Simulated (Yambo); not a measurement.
# Optical response of PtCu

```xyz
2
Lattice="1.3623 0.7865 4.2445 -1.3623 0.7865 4.2445 0.0000 -1.5730 4.2445" Properties=species:S:1:pos:R:3 pbc="T T T"
Cu     0.0000     0.0000     0.0000
Pt     0.0000     0.0000     6.3667
```

Yambo, RPA with local fields on PBEsol bands; 14×14×14 mesh, 49 bands, 4 Ry local-field block, 0.25 eV broadening; field along x.

| E (eV) | Im ε | Im ε, independent particles |
|---|---|---|
| 0.6 | 30.1 | 30.1 |
| 1.2 | 21.8 | 21.9 |
| 1.9 | 16.4 | 16.5 |
| 2.5 | 13.1 | 13.2 |
| 3.1 | 10.1 | 10.2 |
| 3.8 | 8.69 | 8.72 |
| 4.4 | 6.07 | 6.09 |
| 5.0 | 5.30 | 5.32 |
| 5.6 | 5.01 | 5.01 |
| 6.2 | 5.51 | 5.50 |
| 6.9 | 5.58 | 5.57 |
| 7.5 | 5.29 | 5.24 |
| 8.1 | 4.75 | 4.68 |
| 8.8 | 3.85 | 3.79 |
| 9.4 | 3.31 | 3.26 |
| 10.0 | 3.16 | 3.13 |
| 10.6 | 2.76 | 2.79 |
| 11.2 | 2.60 | 2.67 |
| 11.9 | 2.54 | 2.68 |
| 12.5 | 2.65 | 2.82 |
| 13.1 | 2.61 | 2.85 |
| 13.8 | 2.44 | 2.69 |
| 14.4 | 2.21 | 2.44 |
| 15.0 | 1.96 | 2.18 |
| 15.6 | 1.75 | 1.96 |
| 16.2 | 1.45 | 1.64 |
| 16.9 | 1.48 | 1.71 |
| 17.5 | 1.44 | 1.70 |
| 18.1 | 1.49 | 1.80 |
| 18.8 | 1.64 | 2.06 |
| 19.4 | 1.98 | 2.44 |
| 20.0 | 1.81 | 2.18 |

Only interband transitions are included: the Drude term is missing, so nothing below about 0.6 eV and no real part is shown. Structure narrower than a few tenths of an eV can come from the finite k mesh.

Spin-orbit coupling is left out; for elements this heavy it splits bands near the Fermi level.

Geometry of the Materials Project entry, not relaxed at this level.

The structure is a Materials Project entry; no match was found in the copy of COD used, and its stability was not checked.
